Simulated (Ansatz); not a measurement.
Fermi surface of ScPt (Pm-3m)

```xyz
2
Lattice="3.2300 0.0000 0.0000 0.0000 3.2300 0.0000 0.0000 0.0000 3.2300" Properties=species:S:1:pos:R:3 pbc="T T T"
Sc    1.6150    1.6150    1.6150
Pt    0.0000    0.0000    0.0000
```

Level of theory, where no other is named: LDA, all-electron LAPW in Ansatz 0.2.0, with spin-orbit coupling. k mesh 12×12×12, fine mesh 14×14×14, Fermi-Dirac smearing of 0.080 eV, basis error target 1 meV/atom. The cell was relaxed by PAW under this functional.

Levels and slopes are solved on a 14×14×14 mesh, and each state is taken as quadratic over its cell.

**Question.** What is the density of states at the Fermi level, and which bare Sommerfeld coefficient follows?

**Answer.** N(E_F) = 0.599 states/eV/atom (both spins), so γ = (π²/3) k_B² N(E_F) = 1.41 mJ/(mol-atom K²) without electron-phonon or spin-fluctuation enhancement.

**Question.** What Drude plasma energy and σ/τ do the band velocities give?

**Answer.** (ħω_p,α)² = (e²/ε₀VN_k) Σ_nkσ (∂E/∂k_α)² δ(E − E_F) gives ħω_p = (7.16, 7.16, 7.16) eV along x, y, z, and σ/τ = ε₀ω_p² = 10.5×10²⁰ Ω⁻¹m⁻¹s⁻¹ along x. Weighted by the density of states, the mean Fermi speed is 0.696×10⁶ m/s; the surface has an area of 20.2 Å⁻² for each spin direction.

**Question.** Which bands cross the Fermi level, and what do they carry?

**Answer.** 

```json
{"band": "1", "filled part": "0.44", "N (states/eV/cell)": "0.415", "speed (10⁶ m/s)": "0.789", "5th to 95th percentile": "0.18 to 1.07", "area (Å⁻²)": "15.9", "filling": "partly filled"}
{"band": "2", "filled part": "0.44", "N (states/eV/cell)": "0.415", "speed (10⁶ m/s)": "0.789", "5th to 95th percentile": "0.18 to 1.07", "area (Å⁻²)": "15.9", "filling": "partly filled"}
{"band": "3", "filled part": "0.06", "N (states/eV/cell)": "0.184", "speed (10⁶ m/s)": "0.486", "5th to 95th percentile": "0.28 to 0.70", "area (Å⁻²)": "4.35", "filling": "nearly empty"}
{"band": "4", "filled part": "0.06", "N (states/eV/cell)": "0.184", "speed (10⁶ m/s)": "0.486", "5th to 95th percentile": "0.28 to 0.70", "area (Å⁻²)": "4.35", "filling": "nearly empty"}
```

**Question.** Map the plane k₃ = 0 of the mesh: how many bands lie under the Fermi level at each point, counted from the least on the plane?

**Answer.** k₁ runs to the right and k₂ upwards, each from −½ to ½ with 0 in the middle (the axes needn't be at right angles):
```
20022224222200
20000000000000
22000000000002
22000000000002
22000000000002
42000000000002
44000000000004
42000000000002
22000000000002
22000000000002
22000000000002
20000000000000
20022224222200
22222244422222
```

**Question.** What does PAW give for the same cell?

**Answer.** N(E_F) = 0.598 states/eV/atom and ħω_p,x = 7.16 eV.

**Question.** And without spin-orbit coupling?

**Answer.** N(E_F) = 0.635 states/eV/atom and ħω_p,x = 7.73 eV, on a 16×16×16 mesh.

Caveats: these sums move with the mesh, by several per cent and more for small sheets; the frozen-core PAW files of the compared runs were fitted under PBE, their cores solved anew for this functional.
